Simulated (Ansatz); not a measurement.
LuSe (Fm-3m): elasticity against pressure

```xyz
2
Lattice="0.0000 2.7765 2.7765 2.7765 0.0000 2.7765 2.7765 2.7765 0.0000" Properties=species:S:1:pos:R:3 pbc="T T T"
Lu    0.0000    0.0000    0.0000
Se    2.7765    2.7765    2.7765
```

This is the zero-pressure cell. At each pressure cell and atoms are relaxed in this structure, and the constants are slopes of the stress at strains of ±0.005 with relaxed ions (the coefficients that govern stability under load). Level: PBEsol, PAW on Ansatz 0.2.0's default frozen-core files (fitted under PBE), scalar-relativistic; k mesh 14×14×14, strains of ±0.005, Fermi-Dirac smearing of 0.080 eV, cutoff 420 eV. P is the pressure of the relaxed cell, less that of this one.

| P (GPa) | V/V₀ | C11 (GPa) | C12 (GPa) | C44 (GPa) |
| --- | --- | --- | --- | --- |
| 0.00 | 1.0000 | 238.5 | 20.3 | 8.6 |
| 1.01 | 0.9895 | 250.2 | 21.1 | 9.1 |
| 2.03 | 0.9793 | 261.9 | 21.9 | 9.5 |
| 4.02 | ? | ? | ? | ? |
| 7.03 | 0.9366 | 316.4 | 25.5 | 10.7 |
| 10.03 | 0.9150 | 347.7 | 27.6 | 11.0 |
| 15.00 | 0.8838 | 398.0 | 31.1 | 11.0 |

**Question.** Does the bulk modulus from the constants agree with the pressure-volume curve?

**Answer.** A third-order Birch-Murnaghan fit to the volumes shown (F against f, f = [(V₀/V)^(2/3) − 1]/2) gives B₀ = 93.1 GPa and B′ = 4.3. Its −V dP/dV stands beside (C11 + 2C12)/3:

| P (GPa) | from P(V) | from the constants |
| --- | --- | --- |
| 0.00 | 93.1 | 93.0 |
| 1.01 | 97.4 | 97.5 |
| 2.03 | 101.8 | 101.9 |
| 7.03 | 122.4 | 122.5 |
| 10.03 | 134.4 | 134.3 |
| 15.00 | 154.0 | 153.4 |

**Question.** What are the pressure derivatives at zero pressure?

**Answer.** Slopes at V₀ of quadratic fits in −ln(V/V₀) through the first four rows shown, divided by B₀: dC11/dP = 11.7, dC12/dP = 0.8, dC44/dP = 0.5. The mean slopes up to 2.0 GPa are 11.5, 0.8, 0.4; curvature and scatter of the constants part the two. The combination (dC11/dP + 2 dC12/dP)/3 = 4.4 stands against B′.

**Question.** Fill the row at 4.02 GPa.

**Answer.** Cubic fits in −ln(V/V₀) through all rows shown give C11 = 284.0, C12 = 23.3, C44 = 10.1 GPa. Computed: V/V₀ = 0.9612, C11 (GPa) = 283.9, C12 (GPa) = 23.3, C44 (GPa) = 10.1.

**Question.** Does a shear stiffness soften?

**Answer.** C44 goes from 8.6 to 11.0 GPa, through a maximum of 11.0 near 10 GPa; (C11 − C12)/2 goes from 109.1 to 183.4 GPa. Neither ends more than 3 % under its start, and the lattice stays mechanically stable over this range.

Keep in mind: no other phase was computed; many crystals of this kind change structure within this range, and rows or crossings beyond such a change describe a metastable lattice; frozen-core PAW files fitted under PBE, their cores solved anew for the functional of the run; responses of metals move with mesh and smearing; the softest shear constant rests on one k mesh, and a soft shear can herald a distortion on cooling; phonons weren't checked at these pressures.
